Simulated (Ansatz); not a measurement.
Ag:
```
Ag
1.0
   -2.63136     2.63136     1.37752
    2.63136    -2.63136     1.37752
    2.63136     2.63136    -1.37752
Ag
2
Direct
  0.00000   0.00000   0.00000
  0.75000   0.25000   0.50000
```

Relaxed with r²SCAN.

Problem. Map the electron localisation function on the plane through (0.000, 0.000, 0.000) spanned by u = [1, 1, 0] and v = [1, 0, 1] in lattice vectors, from r²SCAN in the plane-wave PAW code Ansatz.

Solution. x is the fraction of u, y of v (the angle between them is 90°; rows are the nearest grid lines); atoms in the plane: Ag at (0.00, 0.00), Ag at (0.25, 0.50).
```
|99654210001245699|
|87643210001234678|
|65543200000234556|
|44432100000123444|
|11100000000000111|
|00000000000000000|
|00000000000000000|
|00111110000000000|
|12233322100000001|
|23444443210000012|
|34556554320000023|
|34678764321000123|
|34678764321000123|
|34556554320000023|
|23444443210000012|
|12233322100000001|
|00111110000000000|
|00000000000000000|
|00000000000000000|
|11100000000000111|
|44432100000123444|
|65543200000234556|
|87643210001234678|
|99654210001245699|
```
Scale: ten equal steps from 0.143 (start of '0') to 0.881 (end of '9'), in the order '0123456789'; x runs from 0.000 to 1.00, y from 0.000 (bottom) to 1.00 (top).

The density is the valence pseudo-density with augmentation charge, so density and ELF within about 1 Å of a nucleus are not all-electron values.

Space group I4_1/amd (β-Sn type). The start of the workflow was typed in or built on a structure type; neither database checked (COD, Materials Project) lists it. It is not the phase usual at ambient conditions (space group No. 225). Symmetry was held in the r²SCAN relaxation; whether a distortion lowers the energy is not shown. The run is not spin-polarised.

Potentials: the earlier of the program's two PAW sets.
